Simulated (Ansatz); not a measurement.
# ZrCl: structures and their energies

17 relaxations of ZrCl ended in 11 distinct structures. Level of theory: PBEsol (plane waves to 420 eV, PAW, scalar-relativistic; Ansatz, an electronic-structure program).

| # | space group | Pearson | type | E − E(lowest) (eV/atom) | V (Å³/atom) | coordination | runs ending here |
|---|---|---|---|---|---|---|---|
| 1 | R-3m | hR4 | – | 0.00 | 23.40 | – | 4 |
| 2 | P-3m1 | hP4 | – | 0.04 | 22.73 | – | 3 |
| 3 | Pm | mP12 | – | 0.45 | 20.98 | – | 1 |
| 4 | P6₃/mmc | hP4 | NiAs type | 0.47 | 17.41 | Zr 6, Cl 6 (trigonal prismatic) | 1 |
| 5 | Pm-3m | cP6 | AFLOW prototype AB_cP6_221_c_d (as in NbO) | 0.48 | 20.78 | – | 1 |
| 6 | P6₃/mmc | hP8 | – | 0.52 | 17.75 | – | 1 |
| 7 | P-6m2 | hP2 | – | 0.54 | 17.75 | – | 2 |
| 8 | P4₂/mmc | tP4 | – | 0.54 | 20.01 | – | 1 |
| 9 | R-3m | hR2 | AFLOW prototype AB_hR2_166_a_b (L1_1, as in CuPt) | 0.55 | 18.03 | – | 1 |
| 10 | Cmcm | oS8 | – | 0.58 | 18.74 | – | 1 |
| 11 | P6/mmm | hP4 | – | 1.48 | 25.70 | – | 1 |

Coordination numbers (neighbours up to the widest gap in distance over summed covalent radii, below 1.35; n+m marks a second, longer set; metal–metal contacts left out). All are gapless at this level. R-3m, hR4 is the lowest among the structures calculated here.

ZrCl is taken in the trigonal space group R-3m, hexagonal axes (No. 166), Pearson symbol hR4. Lattice parameters: a = 3.3940 Å, b = 3.3940 Å, c = 28.1521 Å, α = 90.00°, β = 90.00°, γ = 120.00°. Zr on 6c is surrounded by 3 Cl at 2.607 Å (trigonal pyramidal). Cl on 6c is surrounded by 3 Zr at 2.607 Å (trigonal pyramidal). (Neighbours: up to the widest gap in distance over summed covalent radii, below 1.35, at either atom; cation-cation and far metal-metal contacts left out.)
(The calculation used a cell of 4 atoms; values per cell refer to that cell.)

Probably no minimum, since a slightly shaken restart fell lower: Pm-3m, cP6, AFLOW prototype AB_cP6_221_c_d (as in NbO) (by 0.03 eV/atom, to Pm). 2 runs with a doubtful electronic state, a coarser numerical grid, an end not at rest or a source that can't be used are left out. 2 generated cells of layers, chains or molecules, poorly bound without dispersion, are left out. Each run could gain symmetry but not lose that of its start, so entries can be saddle points. From databases, or of a type measured for this composition: R-3m, hR4; P-3m1, hP4; the others are generated cells (placed on structure types, drawn at random, substituted or restacked) that were not matched to a known phase here. Energies are at zero temperature and pressure, without zero-point motion. No spin polarisation in the result. The d or f electrons are treated with no Hubbard U. Without a van der Waals term the distances between weakly bound units are poorly fixed.
